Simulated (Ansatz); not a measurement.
Perovskite alloy of BaZrO3 and BaHfO3 (6 of 8 Zr sites exchanged), 40 atoms

Ansatz, PAW, plane waves. PBEsol relaxation of volume and atoms (shape held) at the single k point (¼, ¼, ¼) without its symmetry partners; single points on the relaxed atoms at the single k point (¼, ¼, ¼) without its symmetry partners, onto which points of the small cell's zone fold. Arrangement: random. No spin–orbit coupling unless named.

Relaxed structure:

```yaml
crystal:
  lattice:
    - [8.32616, 0.00000, 0.00000]
    - [0.00000, 8.32616, 0.00000]
    - [0.00000, 0.00000, 8.32616]
  atoms:
    - { symbol: Ba, position: [0.00014, 0.99911, 0.00090] }
    - { symbol: Ba, position: [0.00011, 0.99901, 0.50090] }
    - { symbol: Ba, position: [0.00014, 0.49956, 0.00098] }
    - { symbol: Ba, position: [0.00006, 0.49965, 0.50093] }
    - { symbol: Ba, position: [0.50070, 0.99906, 0.00089] }
    - { symbol: Ba, position: [0.50057, 0.99907, 0.50103] }
    - { symbol: Ba, position: [0.50064, 0.49956, 0.00099] }
    - { symbol: Ba, position: [0.50069, 0.49962, 0.50092] }
    - { symbol: Zr, position: [0.25034, 0.24932, 0.25086] }
    - { symbol: Zr, position: [0.25035, 0.24939, 0.75080] }
    - { symbol: Hf, position: [0.25039, 0.74934, 0.25076] }
    - { symbol: Hf, position: [0.25041, 0.74934, 0.75075] }
    - { symbol: Hf, position: [0.75033, 0.24934, 0.25077] }
    - { symbol: Hf, position: [0.75040, 0.24936, 0.75075] }
    - { symbol: Hf, position: [0.75034, 0.74936, 0.25081] }
    - { symbol: Hf, position: [0.75043, 0.74933, 0.75084] }
    - { symbol: O, position: [0.24943, 0.24871, 0.00056] }
    - { symbol: O, position: [0.25106, 0.24980, 0.50060] }
    - { symbol: O, position: [0.25064, 0.74983, 0.00066] }
    - { symbol: O, position: [0.25022, 0.74875, 0.50065] }
    - { symbol: O, position: [0.75111, 0.25002, 0.00064] }
    - { symbol: O, position: [0.74951, 0.24876, 0.50062] }
    - { symbol: O, position: [0.75018, 0.74870, 0.00069] }
    - { symbol: O, position: [0.75060, 0.74996, 0.50069] }
    - { symbol: O, position: [0.99947, 0.25047, 0.25122] }
    - { symbol: O, position: [0.99940, 0.24862, 0.74963] }
    - { symbol: O, position: [0.00028, 0.74836, 0.25044] }
    - { symbol: O, position: [0.00025, 0.74999, 0.75076] }
    - { symbol: O, position: [0.50125, 0.24830, 0.24958] }
    - { symbol: O, position: [0.50124, 0.25000, 0.75119] }
    - { symbol: O, position: [0.50052, 0.75037, 0.25085] }
    - { symbol: O, position: [0.50047, 0.74861, 0.75033] }
    - { symbol: O, position: [0.24941, 0.99842, 0.25102] }
    - { symbol: O, position: [0.25098, 0.99839, 0.74994] }
    - { symbol: O, position: [0.25145, 0.50023, 0.24996] }
    - { symbol: O, position: [0.24957, 0.50019, 0.75093] }
    - { symbol: O, position: [0.75138, 0.99924, 0.24993] }
    - { symbol: O, position: [0.74966, 0.99922, 0.75121] }
    - { symbol: O, position: [0.74937, 0.49946, 0.25115] }
    - { symbol: O, position: [0.75101, 0.49944, 0.74999] }
```

What are the mean bond lengths by pair (pairs within 1.2 times the sum of covalent radii, less contacts 15 % beyond the pair's median; cation–cation pairs of compounds aside; long ionic contacts are cut short by that bound)?

Ba–O 2.944 ± 0.006 Å (standard deviation, 96 bonds); Hf–O 2.080 ± 0.003 Å (standard deviation, 36 bonds); O–Zr 2.087 ± 0.004 Å (standard deviation, 12 bonds).

What gap lies between the top filled and the lowest empty level in the single points?

r²SCAN 4.86 eV (3.7 s on NVIDIA GB300). Away from Γ this isn't the crystal's band gap.
